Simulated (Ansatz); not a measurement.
TiAl₃ (D022 type, space group I4/mmm)

```
TiAl3
1.0
   -1.92294     1.92294     4.30997
    1.92294    -1.92294     4.30997
    1.92294     1.92294    -4.30997
Al Ti
3 1
Direct
  0.50000   0.50000   0.00000
  0.75000   0.25000   0.50000
  0.25000   0.75000   0.50000
  0.00000   0.00000   0.00000
```

The atoms are displaced by Q × the pattern below (from a DFPT mode at Γ, largest move 1; Q in Å), at fixed cell. It is one choice among 2 degenerate patterns.

```tsv
atom	x	y	z
Al1	0.000	1.000	0.000
Al2	0.000	-0.002	0.000
Al3	0.000	-0.002	0.000
Ti4	0.000	-0.562	0.000
```

Calculation: PBE (plane waves to 420 eV, PAW, scalar-relativistic; Ansatz, a program for electronic structure). k mesh 17×17×17 (Γ-centred), Fermi-Dirac smearing 0.05 eV. E stands for the smeared free energy. With partly filled bands, energies and forces of such displacements shift with the k mesh and the smearing. TiAl3 is run without spin polarisation. TiAl3 was relaxed with its symmetry unable to fall. ΔE is measured from the undisplaced structure.

| Q (Å) | ΔE (meV/cell) |
|---|---|
| -0.180 | 294 |
| -0.120 | 131 |
| -0.060 | 33 |
| 0.000 | 0 |
| 0.060 | 33 |
| 0.120 | 131 |
| 0.180 | 294 |

**Question.** Which DFPT wavenumber at Γ belongs to this mode?
A) 342 cm⁻¹
B) 196 cm⁻¹
C) 253 cm⁻¹

**Answer.** A, 342 cm⁻¹. The curvature of the scan gives 342 cm⁻¹

(For displaced atoms, the force is minus the slope of the energy, and its curvature is a force constant, which sets phonon frequencies.)
